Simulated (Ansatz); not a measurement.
GaAs (zinc blende)

```
GaAs
1.0
    0.00000     5.66670     5.66670
    2.83335     2.83335     5.66670
    2.83335     2.83335     0.00000
As Ga
2 2
Cartesian
  4.25003   4.25003   4.25003
  4.25003   7.08338   7.08338
  0.00000   0.00000   0.00000
  2.83335   5.66670   2.83335
```

A phonon eigenvector at X = (0.5, 0.5, 0.0) is frozen into this cell: atom i moves by Q times the vector below, so Q is the largest atomic displacement, in Å. The cell is held. (q is in reciprocal vectors of the primitive cell; the cell shown is doubled to hold the pattern.)

```
atom      x      y       z
----  -----  -----  ------
Ga3   0.000  0.000   1.000
Ga4   0.000  0.000  -1.000
```

Atoms not listed stay in place.

Calculation: r2SCAN (plane waves to 500 eV, PAW, scalar-relativistic; Ansatz, an electronic-structure program). k mesh 10×10×10 (Γ-centred), Fermi-Dirac smearing 0.05 eV. GaAs was relaxed with its symmetry unable to fall.

At one point of the scan the forces (eV/Å) are:

```tsv
atom	Fx	Fy	Fz
As1	0.000	0.000	0.000
As2	0.000	0.000	0.000
Ga3	0.000	0.000	2.628
Ga4	0.000	0.000	-2.628
```

Question: Which point is it?
A) Q = -0.047 Å
B) Q = -0.233 Å
C) Q = -0.187 Å
D) Q = -0.140 Å

Answer: C, Q = -0.187 Å

(A displaced cell: forces are minus the slopes of the energy, force constants its curvatures, and phonons follow from these.)
